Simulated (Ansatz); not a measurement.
One starting cell of MoS2 (a generated cell, MoS2 placed in the AFLOW prototype AB2_hP12_194_f_ah (C14, as in MgZn2)) was relaxed twice with Ansatz (plane waves, PAW, scalar-relativistic): with r2SCAN at 500 eV and with PBE at 420 eV. The r2SCAN result:

```cif
data_Mo4S8
_chemical_formula_sum 'Mo4 S8'
_space_group_name_H-M_alt 'P63/mmc'
_space_group_IT_number 194
_space_group_name_Hall '-P 6c 2c'
_cell_length_a 4.70818
_cell_length_b 4.70818
_cell_length_c 10.62715
_cell_angle_alpha 90.000
_cell_angle_beta 90.000
_cell_angle_gamma 120.000
loop_
_atom_site_label
_atom_site_type_symbol
_atom_site_symmetry_multiplicity
_atom_site_Wyckoff_symbol
_atom_site_fract_x
_atom_site_fract_y
_atom_site_fract_z
_atom_site_occupancy
Mo1 Mo 4 f 0.66667 0.33333 0.06149 1
S1 S 2 a 0.00000 0.00000 0.00000 1
S2 S 6 h 0.32486 0.16243 0.25000 1
```

```json
[
 {"quantity": "space group", "r2SCAN": "P6₃/mmc", "PBE": "P6₃/mmc"},
 {"quantity": "volume (Å³/atom)", "r2SCAN": "17.00", "PBE": "(withheld)"},
 {"quantity": "a (Å)", "r2SCAN": "4.708", "PBE": "(withheld)"},
 {"quantity": "c (Å)", "r2SCAN": "10.627", "PBE": "(withheld)"},
 {"quantity": "gap (eV, no spin-orbit coupling)", "r2SCAN": "0.00", "PBE": "(withheld)"}
]
```

### Question
What does PBE give for the same quantities?

### Answer

- volume (Å³/atom), PBE: 17.11
- a (Å), PBE: 4.736
- c (Å), PBE: 10.572
- gap (eV, no spin-orbit coupling), PBE: 0.00

Both levels end in the same structure; PBE's volume is 0.7 % larger. Neither column is exact.

No spin polarisation in the result.

The run could not lose the symmetry of its start.

The first start was generated by placing the elements on the sites of a structure type. A measured structure of MoS2 has the same space group, P6₃/mmc (No. 194); the sites were not compared with it.

Ansatz is a quantum-chemistry and plane-wave program.
